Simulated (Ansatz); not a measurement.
In2OS2, polar In2Se3 (zinc-blende-like, planes S-In-S-In-O)-type layer, relaxed and computed with two functionals in Ansatz (plane waves, PAW).

```json
[
 {"functional": "PBE", "a (Å)": "?", "thickness (Å)": "?", "gap (eV)": "?", "IP (eV)": "?"},
 {"functional": "r²SCAN+D4", "a (Å)": "3.656", "thickness (Å)": "5.96", "gap (eV)": "1.01", "IP (eV)": "6.46"}
]
```

Problem. Fill in the missing entries.

Solution. 
- PBE, a (Å): 3.707
- PBE, thickness (Å): 6.01
- PBE, gap (eV): 0.54
- PBE, IP (eV): 6.35

All cells were relaxed under the symmetry of their starts (and spin orders); stability against distortions was not tested throughout. Spin–orbit coupling is left out wherever it is not named. Constructed layers (a layer type filled with these elements): In2OS2, polar In2Se3 (zinc-blende-like, planes S-In-S-In-O)-type layer; In2OS2, polar In2Se3 (zinc-blende-like, planes S-In-S-In-O)-type layer.

Potentials: the later of the program's two PAW sets.

Ansatz (a program for electronic structure) is a plane-wave DFT program.
